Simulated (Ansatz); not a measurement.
CsCl (CsCl type)

```xyz
2
Lattice="4.1403 0.0000 0.0000 0.0000 4.1403 0.0000 0.0000 0.0000 4.1403" Properties=species:S:1:pos:R:3 pbc="T T T"
Cs     0.0000     0.0000     0.0000
Cl     2.0702     2.0702     2.0702
```

The slice is a {110} plane (indices of the conventional cell) through the point (0.000, 0.000, 0.000) (fractional), spanned by u = [100] and v = [011] in vectors of this cell: u (4.14 Å) and v (5.86 Å, at 90° to u). It covers one period; positions are fractions (u, v).

Calculation: r2SCAN (plane waves to 500 eV, PAW, scalar-relativistic; Ansatz, a first-principles code). k mesh 8×8×8. These are valence fields of a PAW run, semicore shells included where kept as valence: close to a nucleus they are smooth pseudo fields. CsCl was relaxed with its symmetry unable to fall.

Task: Sketch the electrostatic potential energy of an electron, from the cell's mean on this plane as a map.

Result: 
```tsv
v \ u	0.00	0.12	0.24	0.35	0.47	0.59	0.71	0.82	0.94
0.88	x	x	<-2.0	2.2	3.9	3.4	-0.2	<-2.0	x
0.75	0.5	1.6	3.6	4.9	5.3	5.2	4.4	2.6	0.8
0.62	5.1	5.4	4.9	x	x	x	2.8	5.4	5.2
0.50	6.0	6.0	2.5	x	x	x	x	5.4	6.0
0.38	5.1	5.4	4.9	x	x	x	2.8	5.4	5.2
0.25	0.5	1.6	3.6	4.9	5.3	5.2	4.4	2.6	0.8
0.12	x	x	<-2.0	2.2	3.9	3.4	-0.2	<-2.0	x
0.00	x	x	x	0.1	2.9	2.1	<-2.0	x	x
```

Values: electrostatic potential energy of an electron, from the cell's mean, in eV. Points within 1 Å of a nucleus are blanked (x), as the pseudised field means little there. Values under -2 eV are set to -2. The zero, the cell's mean, hangs on the PAW cores.
